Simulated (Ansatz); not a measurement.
TiO: a fit and a missing row

TiO, P6_3/mmc, a = 2.819 Å, c = 5.456 Å. This isn't the usual stable structure of the compound. Ansatz: PBEsol, PAW, 420 eV, Γ-centred 18×18×8 mesh on 4 atoms, Gaussian smearing 0.10 eV; no spin polarisation. Shape and atoms are relaxed at each volume; pressure is positive in compression.

| V (Å³/atom) | P (GPa) |
| --- | --- |
| 8.823 | 17.90 |
| 9.105 | 8.23 |
| 9.386 | -0.01 |
| 9.668 | ? |
| 9.949 | -12.98 |

Problem. Take V0 = 9.386 Å³/atom, count pressures from its P0 = -0.01 GPa, fit the third-order Birch–Murnaghan form to the other rows, and predict the missing pressure.

Solution. With the Eulerian strain f = ½[(V0/V)^(2/3) − 1] and y = (P − P0)/[3f(1 + 2f)^(5/2)], the form is the line y = B0 + 1.5 B0 (B0′ − 4) f. Rows (f, y): 0.02105, 255.8; 0.01024, 255.0; -0.01905, 250.1. Means f = 0.004080, y = 253.63; Σ(Δf)² = 0.0008609, ΣΔfΔy = 0.1269; the slope is their ratio. y = 253.0 + 147.4 f GPa, so B0 = 253.0 GPa and B0′ = 4 + 2 × (147.4)/(3 × 253.0) = 4.39. At V = 9.668, f = -0.00977, y = 251.56 and P = -7.03 GPa. The run gave -7.01 GPa, so the fit is 0.02 GPa too low, within twice the rms miss on the fitted rows (0.01 GPa).

Spin polarisation was left out, and a magnetic state may lie lower.

Cost: 5 runs of about 1 core-minutes in all, on Intel Xeon 6975P-C (Granite Rapids) (shared hosts).